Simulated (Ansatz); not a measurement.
Ansatz (a program for electronic structure) input:

Ansatz 0.2 input:
```yaml
crystal:
  lattice:
    - [2.8225799567, 0.0, 0.0]
    - [0.0, 2.8225799567, 0.0]
    - [0.0, 0.0, 2.8225799567]
  atoms:
    - { symbol: Co, position: [0.0, 0.0, 0.0] }
    - { symbol: Al, position: [0.5, 0.5, 0.5] }
kpoints:
  mp_grid: { grid: [14, 14, 14] }
hamiltonian:
  xc: pbesol
  pseudopotentials: { kind: paw }
scf:
  occupations: { method: fermi_dirac, width: 0.1 }
phonons:
  method: dfpt
  response_accuracy: low
  eigenvectors: true
  rigid_motions: translations
```

Output (shortened):

```
Pseudopotential: Co, paw, valence charge 17
Pseudopotential: Al, paw, valence charge 3
Functional definition: PBEsol
Crystal: 2 atoms, lattice volume = 22.487 Å³
Basis set: ecut = 420 eV, 461 PW (Γ), exchange–correlation on 40×40×40 points (8 copies of the dense FFT grid, shifted against one another)
Bands: 14, of which v1, the nominal top of the filled ones, is band 10 counted from 1 (9 counted from 0)
Symmetry: 48 space group operations
k-points: 288 of 2744 (irreducible under 8 space group operations, time reversal used)
SCF iter   1: F=—  HF=-5618.799584 eV  |F-HF|=—  |Δ(HF+E_count)|=         —  Δρ=2.75e-2  dr2=1.05e-1  ethr=1.77e-3  ⟨swp⟩=4.3  Hψ=18621  notcnv=0
preconditioner: auto → none
SCF iter   2: F=—  HF=-5618.789818 eV  |F-HF|=—  |Δ(HF+E_count)|=   9.77e-3  Δρ=1.21e-2  dr2=2.32e-2  ethr=5.24e-4  ⟨swp⟩=1.9  Hψ=6998  notcnv=0
SCF iter   3: F=—  HF=-5618.787298 eV  |F-HF|=—  |Δ(HF+E_count)|=   2.52e-3  Δρ=1.62e-3  dr2=4.28e-4  ethr=1.16e-4  ⟨swp⟩=1.0  Hψ=4042  notcnv=0
SCF iter   4: F=—  HF=-5618.787260 eV  |F-HF|=—  |Δ(HF+E_count)|=   3.84e-5  Δρ=2.05e-4  dr2=1.75e-6  ethr=2.14e-6  ⟨swp⟩=1.7  Hψ=4507  notcnv=0
SCF iter   5: F=—  HF=-5618.787262 eV  |F-HF|=—  |Δ(HF+E_count)|=   1.90e-6  Δρ=9.99e-6  dr2=8.61e-9  ethr=8.77e-9  ⟨swp⟩=2.2  Hψ=5990  notcnv=0
SCF iter   6: F=—  HF=-5618.787262 eV  |F-HF|=—  |Δ(HF+E_count)|=  1.55e-10  Δρ=1.37e-6  dr2=1.68e-10  ethr=4.30e-11  ⟨swp⟩=2.4  Hψ=6580  notcnv=0
SCF iter   7: F=-5618.787262 eV  HF=-5618.787262 eV  |F-HF|=9.09e-13  |Δ(HF+E_count)|=  4.37e-11  Δρ=1.48e-7  dr2=2.14e-12  ethr=1.00e-12  ⟨swp⟩=5.3  Hψ=16741  notcnv=0
SCF 1 converged in 7 iterations: F = -5618.787262 eV  dr2 = 2.14e-12
DFPT response loops at Γ: preconditioner auto → Kerker (q_TF=auto, 2.676 Å⁻¹) (partly filled bands, converged f_vac=0.000) …
SCF converged after 7 iterations
Free energy (F): -5618.787262 eV
Harris-Foulkes:  -5618.787262 eV  (|F-HF|=9.09e-13)
Internal energy: -5618.759941 eV  (E = F + TS)
E sigma→0 (E₀):  -5618.773602 eV
Entropy (-TS):   -0.027320 eV (-13.660 meV/atom)
Fermi energy:    14.809059 eV
--- Per-component energies (eV) ---
  E_band       = -276.300254
  E_kinetic    = 484.965723
  E_local      = -3637.413355  (includes V_loc(G=0)·N_el)
  E_nonlocal   = 468.494284
  E_hartree    = 1570.424190
  E_xc         = -199.700959
  E_vxc        = -236.992821  (∫ρ·V_xc dr)
  E_paw        = -1940.354388  (= ΣΔE_a)
  E_vpaw       = -496.202449  (= ΣTr[D̂ρ^β])
  E_aug_tail   = 0.000085  (compensation charges beyond the density's cutoff)
  E_ewald      = -2365.383080
  E_core_change = 0.207558  (= ΣΔE_core)
  E_smearing   = -0.027320  (= −TS)
  E_closure    = 0.000000  (closes the sum)
  Σ components = -5618.787262   (vs F -5618.787262, Δ=0.00e0)
  [band-id]    e_kinetic+e_local+e_nonlocal+2·e_hartree+e_vxc+e_vpaw+e_augmentation_tail = -276.300151   (vs E_band -276.300254, Δ=1.02e-4)
--- Band table (eV; the first three rows and the last of 288) ---
  k-point 0: bands = ["-79.6149", "-43.0458", "-43.0458", "-43.0458", "3.5670", "11.7284", "11.7284", "14.0104", "14.0104", "14.0104", "20.9347", "20.9347", "20.9347", "23.6998"]
  k-point 1: bands = ["-79.6146", "-43.0482", "-43.0456", "-43.0456", "3.6660", "11.7200", "11.7565", "13.9553", "13.9553", "14.0163", "20.0024", "21.0729", "21.0729", "23.6831"]
  k-point 2: bands = ["-79.6141", "-43.0550", "-43.0451", "-43.0451", "3.9610", "11.6669", "11.8364", "13.8077", "13.8077", "14.0328", "18.4520", "21.4704", "21.4704", "23.6340"]
  k-point 287: bands = ["-79.6042", "-43.0850", "-43.0850", "-43.0850", "10.7810", "10.7810", "10.7810", "14.6421", "14.6421", "17.1852", "17.1852", "17.1852", "19.2543", "20.3943"]
--- Phonons (Γ-DFPT): 2 representative perturbations + reference, on 288 of 2744 k-points (Σ response iterations 5) ---
  ASR residual: 7.936e-4 → 0.000e0 eV/Å²; symmetrization residual: 1.323e-6 eV/Å²
  ASR residual per site (eV/Å²): 7.94e-4 4.03e-5
  Γ frequencies (cm⁻¹): 0.00 0.00 0.00 340.02 340.02 340.02
  non-analytic LO–TO correction: not included (Born effective charges unavailable; polar crystals: no LO–TO splitting at Γ)
```

Cost: around 30 core-seconds (rough) on shared cores.

Space group Pm-3m (CsCl type). Symmetry was held in the PBEsol relaxation; of distortions, only those at the zone centre were tested. No spin polarisation was allowed. As this level gives no gap, phonon frequencies hold no LO–TO term and depend on the k-mesh and smearing (Fermi–Dirac, 0.1 eV here).

Potentials: the later of the program's two PAW sets.

Ansatz is a plane-wave DFT program.
